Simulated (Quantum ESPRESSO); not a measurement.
## Band energies of PtSe2 monolayer

```
CELL_PARAMETERS angstrom
      3.70266     0.00000     0.00000
     -1.85133     3.20660     0.00000
      0.00000     0.00000    15.60000
ATOMIC_POSITIONS crystal
  Se 0.33333 0.66667 0.08281
  Se 0.66667 0.33333 0.91719
  Pt 0.00000 0.00000 0.00000
```

PBE (stringent potentials; pw.x of Quantum ESPRESSO, ONCV potentials, without SOC); path ΓMKΓ; energies in eV from the valence-band maximum.

```
k (1/Å)  point  band 29  band 30  band 31  band 32  band 33  band 34  band 35  band 36
-------  -----  -------  -------  -------  -------  -------  -------  -------  -------
0.00         Γ    -2.93    -1.21    -0.61     0.00     0.00     3.10     3.10     4.68
0.11              -2.95    -1.34    -0.54    -0.02     0.00     2.84     3.04     4.81
0.22              -3.02    -1.64    -0.38    -0.07    -0.01     2.28     2.90     5.14
0.33              -3.10    -1.96    -0.21    -0.15    -0.08     1.72     2.76     5.56
0.44              -3.15    -2.17    -0.40    -0.24    -0.14     1.43     2.68     5.78
0.54              -3.14    -2.29    -0.83    -0.52    -0.30     1.55     2.67     5.38
0.65              -3.04    -2.32    -1.38    -0.88    -0.55     1.87     2.72     5.05
0.76              -2.83    -2.27    -1.88    -1.27    -0.87     2.20     2.78     4.86
0.87              -2.56    -2.23    -2.11    -1.66    -1.22     2.43     2.82     4.80
0.98         M    -2.37    -2.33    -1.98    -1.89    -1.42     2.51     2.84     4.79
1.09              -2.58    -2.37    -2.31    -1.44    -1.37     2.49     2.63     4.94
1.21              -3.17    -2.38    -2.35    -1.27    -1.09     2.22     2.40     5.34
1.32              -3.52    -2.46    -2.31    -1.18    -0.91     1.88     2.26     5.83
1.43              -3.51    -2.55    -2.28    -1.10    -0.87     1.77     2.07     6.16
1.55         K    -3.50    -2.59    -2.28    -0.98    -0.98     1.87     1.87     6.24
1.64              -3.51    -2.55    -2.25    -1.14    -0.82     1.74     2.05     6.22
1.73              -3.56    -2.42    -2.14    -1.32    -0.62     1.64     2.22     6.20
1.83              -3.64    -2.29    -1.93    -1.43    -0.42     1.60     2.32     6.21
1.92              -3.72    -2.25    -1.63    -1.31    -0.24     1.61     2.29     6.24
2.02              -3.76    -2.29    -1.27    -1.02    -0.10     1.68     2.13     6.31
2.11              -3.65    -2.29    -0.87    -0.70    -0.02     1.83     1.92     6.40
2.21              -3.51    -2.23    -0.49    -0.43    -0.01     1.76     2.07     6.17
2.30              -3.35    -2.08    -0.25    -0.20    -0.10     1.78     2.37     5.78
2.39              -3.16    -1.84    -0.26    -0.13    -0.05     2.04     2.67     5.40
2.49              -3.02    -1.55    -0.43    -0.06     0.00     2.47     2.90     5.04
2.68         Γ    -2.93    -1.21    -0.61     0.00     0.00     3.10     3.10     4.68
```

The PBE gap is indirect, 1.43 eV, from 11 % of the way from Γ to M to 44 % of the way from Γ to M; the smallest direct gap is 1.58 eV. Another valence extremum on the path lies within 0.02 eV, too close to call. The valence-band maximum lies 5.70 eV below the vacuum level.

Without spin-orbit coupling, band edges of such heavy elements can be off by tenths of an eV.

Geometry relaxed with PBEsol.
